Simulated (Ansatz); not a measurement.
Relaxed ZnS (wurtzite):

```yaml
crystal:
  lattice:
    - [3.84511, 0.00000, 0.00000]
    - [-1.92255, 3.32996, 0.00000]
    - [0.00000, 0.00000, 6.30566]
  atoms:
    - { symbol: Zn, position: [0.66667, 0.33333, 0.99985] }
    - { symbol: Zn, position: [0.33333, 0.66667, 0.49985] }
    - { symbol: S, position: [0.66667, 0.33333, 0.62535] }
    - { symbol: S, position: [0.33333, 0.66667, 0.12535] }
```

In each cell atom 3 (S, nearest neighbour Zn at 2.357 Å; its periodic images, 3.8 Å or more away, move with it) moves by s·(0.000, -0.942, -0.336) (towards the nearest neighbour), the rest being held.

Method: PBE (plane waves to 420 eV, PAW, scalar-relativistic; Ansatz, a quantum-chemistry and plane-wave program). k mesh 8×8×4 (Γ-centred), Fermi-Dirac smearing 0.05 eV. The energy includes the smearing's −TS. ZnS was relaxed with its symmetry unable to fall. ΔE is measured from the undisplaced structure.

```csv
s (Å),ΔE (meV/cell)
-0.470,361
-0.376,265
-0.282,170
-0.188,86
-0.094,24
0.000,0
0.094,32
0.188,144
0.282,373
0.376,764
0.470,1387
```

What force constant k = d²E/ds² at s = 0 does the table give?

6.3 eV/Å². It is the second difference of the nearest points, corrected with the next pair.

With k = 6.29 eV/Å² from the forces, is the well harmonic out to s = 0.470 Å?

½ks² = 695 meV/cell against the computed 1387 meV/cell, so the well is stiffer than harmonic there.

(For displaced atoms, the force is minus the slope of the energy, and its curvature is a force constant, which sets phonon frequencies.)
